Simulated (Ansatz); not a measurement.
Theory: DFT PBE, scalar-relativistic, plane waves, PAW in Ansatz 0.2.0. Settings: cutoff 420 eV, Γ-centred meshes spaced at most about 0.3 Å⁻¹, and about 0.25 Å⁻¹ or finer for metals (2π included), Gaussian smearing. No spin polarisation in the final relaxations.

All energies are static (0 K, no zero-point motion). All come from trial cells, and lower structures may exist.

Task: Order these relaxed structures of Y2Si3O by energy, lowest first, with the energy over the lowest of them.
A.

```
Y Si O
1.0
     3.96294    0.00000    0.00000
    -1.98147    3.43201    0.00000
     0.00000    0.00000    7.85735
Y Si O
2 3 1
Direct
  0.33333 0.66667 0.24712
  0.33333 0.66667 0.75288
  0.66667 0.33333 0.50000
  0.00000 0.00000 0.00000
  0.00000 0.00000 0.50000
  0.66667 0.33333 0.00000
```

B.

```
Y Si O
1.0
     4.56201   -1.71556    0.00000
     4.56201    1.71556    0.00000
    -0.83517    0.00000    7.58606
Y Si O
2 3 1
Direct
  0.44200 0.44200 0.78901
  0.55800 0.55800 0.21099
  0.29100 0.29100 0.40210
  0.70900 0.70900 0.59790
  0.00000 0.00000 0.50000
  0.00000 0.00000 0.00000
```

C.

```
Y Si O
1.0
     4.03572    0.00000    0.00000
    -2.01786    3.49504    0.00000
     0.00000    0.00000    7.32366
Y Si O
2 3 1
Direct
  0.66667 0.33333 0.82246
  0.33333 0.66667 0.17754
  0.66667 0.33333 0.41268
  0.33333 0.66667 0.58732
  0.00000 0.00000 0.50000
  0.00000 0.00000 0.00000
```

D.

```
Y Si O
1.0
     3.40455    0.00000    0.00000
     0.00000    3.40455    0.00000
     0.00000    0.00000    9.34075
Y Si O
2 3 1
Cartesian
  0.0000 1.7023 7.0773
  1.7023 0.0000 2.2634
  1.7023 1.7023 0.0000
  0.0000 1.7023 4.2024
  1.7023 0.0000 5.1384
  0.0000 0.0000 0.0000
```

Result: B (0 meV/atom), C (255 meV/atom), A (448 meV/atom), D (564 meV/atom). Forms: B C2/m; C P-3m1; A P-6m2; D P-4m2. B holds Si–Si chains (shortest 2.45 Å); C holds Si–Si nets (shortest 2.42 Å); A holds Si–Si nets (shortest 2.29 Å) (bonds between like non-metal atoms; other contacts aren't counted).

Cells relaxed within their symmetry can be saddle points. The C2/m cell of Y2Si3O came from shaking the P-3m1 one. Some types were kept out of the candidates beforehand, so the set may lack a known form.
